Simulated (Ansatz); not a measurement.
A sound run on Ni (Fm-3m), volume scaled by 0.86, start moments a quarter as large (DFT, LDA, PAW with Ansatz's default frozen-core files, scalar-relativistic (Ansatz 0.2.0)):

```yaml
crystal:
  lattice:
    - [0.0, 1.6755447568, 1.6755447568]
    - [1.6755447568, 0.0, 1.6755447568]
    - [1.6755447568, 1.6755447568, 0.0]
  atoms:
    - { symbol: Ni, position: [0.0, 0.0, 0.0], spin: 0.375 }
magnetization:
  spin_polarized: true
kpoints:
  mp_grid: { grid: [16, 16, 16] }
scf:
  occupations: { method: fermi_dirac, width: 0.1 }
hamiltonian:
  xc: lda
  pseudopotentials: { kind: paw }
output:
  forces: true
  stress: true
  eigenvalues: true
  write_density: true
  write_potential: true
  elf: true
  volumetric_format: npy
```

It converged in 11 iterations. Site moments (μB): Ni 0.58. Cell moment 0.55 μB. Pressure 19.38 GPa.

The input is then changed, output keys apart:

```diff
-  mp_grid: { grid: [16, 16, 16] }
+  mp_grid: { grid: [16, 16, 16], shift: [0.5, 0.5, 0.5] }
-  occupations: { method: fermi_dirac, width: 0.1 }
+  occupations: { method: methfessel_paxton, width: 0.025 }
```

Q: How does the run end?

A: Self-consistency was reached. Free energy -5773.3429 eV against -5773.3698 eV (not comparable, since the functional, the files or the filling changed), cell moment 0.60 μB, pressure 19.19 GPa.
```
Warning: crystal.symmetry: narrowed to the stabiliser of the k-point mesh — unitary ops 48 → 12; excluded 36 operations that carry a point of the 16×16×16 mesh (shift [0.5, 0.5, 0.5]) off the mesh (the run samples exactly the mesh kpoints.mp_grid names, as under crystal.symmetry.detect: false, and its converged state has the mesh's symmetry, not the crystal's; ε∞, the Born charges and the force co …
Engine: ansatz 0.2.0
Pseudopotentials: kind: paw
Pseudopotential: Ni, paw, valence charge 18, recommended cutoff 420 eV (normal), Ni.paw.azcp
Functional definition: SPW92
  exchange = slater_x
  correlation = pw_c
Crystal: 1 atoms, lattice volume = 9.408 Å³
Basis set: ecut = 420 eV, 169 PW (Γ)
Bands: 14, of which v1, the nominal top of the filled ones, is band 9 counted from 1 (8 counted from 0)
Symmetry: 12 space group operations
k-points: 408 of 4096
Non-local potential: Ni, projectors of the file, l = 0: 3, l = 1: 2, l = 2: 3, l = 3: 1
PAW form: soft (Blöchl's): semilocal exchange-correlation on the pseudo side does not see the compensation charge
PAW frozen core: Ni, regenerated for the run's functional, and the local potential with it (the file was generated under x = pbe(κ = 0.804, μ = 0.2195149727645171), c = pbe(β = 0.06672455060314922))
PAW one-centre angular grid: Ni, 590 points (default); XC on 64 Gauss nodes
Initial density: superposition of atomic densities (chi_scale 0.1, normalization cell)
Starting moments: Σ|m| = 0.375 μB on 1 of 1 site
Initial wavefunctions: pseudopotential atomic-orbital guess
Functional: x = slater, c = lda
SCF iter   1: F=—  HF=-5772.605331 eV  |F-HF|=—  |Δ(HF+E_count)|=         —  Δρ=1.71e-1 (↑2.45e-2 ↓1.71e-1)  dr2=1.69e0  dr2_m=5.97e-1  M=0.759 μB ∫|m|=0.801 μB  β_m=0.30  ethr=3.10e-3  ⟨swp⟩=6.0  Hψ=57003  notcnv=0
[...]
  E_vpaw       = -522.850909  (= ΣTr[D̂ρ^β])
  E_aug_tail   = 0.000440  (compensation charges beyond the density's cutoff)
  E_ewald      = -3191.589745
  E_core_change = 0.434120  (= ΣΔE_core)
  E_smearing   = -0.000000  (= −TS)
  E_closure    = 0.000000  (closes the sum)
  Σ components = -5773.342915   (vs F -5773.342915, Δ=0.00e0)
--- Forces (eV/Å), atoms counted from 1 ---
  atom   1  Ni     0.00000000     0.00000000    -0.00000000
  max |Σ_I F_I| component: 8.22e-32 eV/Å
--- Stress (GPa, compression-positive) ---
       19.190673       0.299627       0.299627
        0.299627      19.190673       0.299627
        0.299627       0.299627      19.190673
  P = ⅓ Tr σ = 19.1907 GPa (191.907 kbar)
--- Band table (eV; the first three rows and the last of 816) ---
  k-point 0 ↑: bands = ["-81.7889", "-42.3865", "-42.3865", "-42.3829", "11.1506", "18.4491", "18.4692", "18.4692", "19.8942", "19.8942", "45.9268", "50.2924", "50.9170", "50.9170"]
  k-point 1 ↑: bands = ["-81.7856", "-42.4060", "-42.3880", "-42.3868", "11.3774", "18.3743", "18.5212", "18.5370", "19.8387", "19.9014", "45.3988", "48.3938", "49.8831", "51.2100"]
  k-point 2 ↑: bands = ["-81.7777", "-42.4517", "-42.3939", "-42.3933", "11.9296", "18.2281", "18.6373", "18.6487", "19.7727", "19.9019", "43.1686", "46.9259", "49.3311", "50.8826"]
  k-point 407 ↓: bands = ["-80.9577", "-42.0185", "-41.7124", "-41.7039", "16.0234", "18.9108", "19.0831", "20.1059", "21.4405", "22.2129", "28.4844", "43.8382", "47.0851", "47.4833"]
```
